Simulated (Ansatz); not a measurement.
**Conduction electrons in YHg (Pm-3m)**

```xyz
2
Lattice="3.6660 0.0000 0.0000 0.0000 3.6660 0.0000 0.0000 0.0000 3.6660" Properties=species:S:1:pos:R:3 pbc="T T T"
Y     1.8330    1.8330    1.8330
Hg    0.0000    0.0000    0.0000
```

The conventional cell has a = 3.666 Å, b = 3.666 Å, c = 3.666 Å, α = 90.00°, β = 90.00°, γ = 90.00°. Y (atom 1) is surrounded by 8 Hg at 3.17 Å. Around Hg (atom 2) lie 8 Y at 3.17 Å.

Unless marked otherwise, the numbers come from PBEsol, all-electron LAPW in Ansatz 0.2.0, scalar-relativistic. k mesh 10×10×10, fine mesh 16×16×16, Fermi-Dirac smearing of 0.080 eV, basis error target 1 meV/atom. The cell was relaxed by PAW under this functional.

Levels and slopes are solved on a 16×16×16 mesh, and each state is taken as quadratic over its cell.

**Question.** What is the density of states at the Fermi level, and which bare Sommerfeld coefficient follows?

**Answer.** N(E_F) = 0.948 states/eV/atom (both spins), so γ = (π²/3) k_B² N(E_F) = 2.23 mJ/(mol-atom K²) without electron-phonon or spin-fluctuation enhancement.

**Question.** What Drude plasma energy and σ/τ do the band velocities give?

**Answer.** (ħω_p,α)² = (e²/ε₀VN_k) Σ_nkσ (∂E/∂k_α)² δ(E − E_F) gives ħω_p = (4.51, 4.51, 4.51) eV along x, y, z, and σ/τ = ε₀ω_p² = 4.17×10²⁰ Ω⁻¹m⁻¹s⁻¹ along x. Weighted by the density of states, the mean Fermi speed is 0.394×10⁶ m/s; the surface has an area of 12.4 Å⁻² for each spin direction.

**Question.** Which bands cross the Fermi level, and what do they carry?

**Answer.** 

```tsv
band	filled part	N (states/eV/cell)	speed (10⁶ m/s)	5th to 95th percentile	area (Å⁻²)	filling
1	0.96	0.302	0.479	0.30 to 0.62	2.4	nearly full
2	0.53	1.56	0.357	0.08 to 0.57	9.24	partly filled
3	0.01	0.0318	1.41	1.34 to 1.46	0.741	nearly empty
```

**Question.** Map the plane k₃ = 1/2 of the mesh: how many bands lie under the Fermi level at each point, counted from the least on the plane?

**Answer.** k₁ runs to the right and k₂ upwards, each from −½ to ½ with 0 in the middle (the axes needn't be at right angles):
```
2211111111111112
2111111111111111
1111111101111111
1111110000011111
1111100000001111
1111000000000111
1111000000000111
1110000010000011
1111000000000111
1111000000000111
1111100000001111
1111110000011111
1111111101111111
2111111111111111
2211111111111112
2221111111111122
```

**Question.** On PAW files the program sums the optical response inside the mesh cells, interband lines and its own Drude term. Where does ε₁ rise through zero (a sharp plasmon if ε₂ is small there), and how much light is reflected?

**Answer.** 

* Fine mesh: 16, 16, 16
* Window top: 20 eV
* Line width: 0.25 eV
* Drude damping: 0.1 eV
* ε₁ rises through zero at x: 1.57, 6.92, 11.75, 12.49 eV
* ε₂ there x: 19.27, 2.44, 0.63, 0.59
* Plasma energy (x, y, z): 4.509, 4.509, 4.509 eV
* Reflectivity at 1 eV, x-polarised: 0.5796
* Reflectivity at 2 eV, x-polarised: 0.4997
* Reflectivity at 3 eV, x-polarised: 0.5157

The plasma energy here is the program's own sum at the run's smearing; it differs from the value above by up to 0 %, through mesh and smearing.

**Question.** What does PAW give for the same cell?

**Answer.** N(E_F) = 0.948 states/eV/atom and ħω_p,x = 4.51 eV.

Caveats: no spin-orbit coupling on heavy atoms; filled d bands lie too high at this level, so their transitions start too early; these sums move with the mesh, by several per cent and more for small sheets; frozen-core PAW files fitted under PBE, their cores solved anew for the functional of the run.
